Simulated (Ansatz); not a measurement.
Here is the system:

AlPd:
```cif
data_Al4Pd4
_chemical_formula_sum 'Al4 Pd4'
_space_group_name_H-M_alt 'Cmcm'
_space_group_IT_number 63
_space_group_name_Hall '-C 2c 2'
_cell_length_a 2.79274
_cell_length_b 9.94461
_cell_length_c 4.22024
_cell_angle_alpha 90.000
_cell_angle_beta 90.000
_cell_angle_gamma 90.000
loop_
_atom_site_label
_atom_site_type_symbol
_atom_site_symmetry_multiplicity
_atom_site_Wyckoff_symbol
_atom_site_fract_x
_atom_site_fract_y
_atom_site_fract_z
_atom_site_occupancy
Al1 Al 4 c 0.00000 0.34810 0.25000 1
Pd1 Pd 4 c 0.00000 0.08991 0.25000 1
```
(The calculation used a cell of 4 atoms; values per cell refer to that cell.)

This is the PBEsol-relaxed structure.

Task: All from PBEsol in the plane-wave PAW code Ansatz, unless another level is named. Give the highest zone-centre frequency.

Result: 294 cm⁻¹.

Task: And the bulk modulus (Birch–Murnaghan fit)?

Result: 153 GPa.

The start of the workflow was typed in or built on a structure type; neither database checked (COD, Materials Project) lists it. Its standing as an ambient phase is unchecked. Symmetry was held in the PBEsol relaxation; its stability against distortions is not shown here. The run is not spin-polarised. As this level gives no gap, phonon frequencies hold no LO–TO term and depend on the k-mesh and smearing (Fermi–Dirac, 0.1 eV here).

Potentials: the later of the program's two PAW sets.
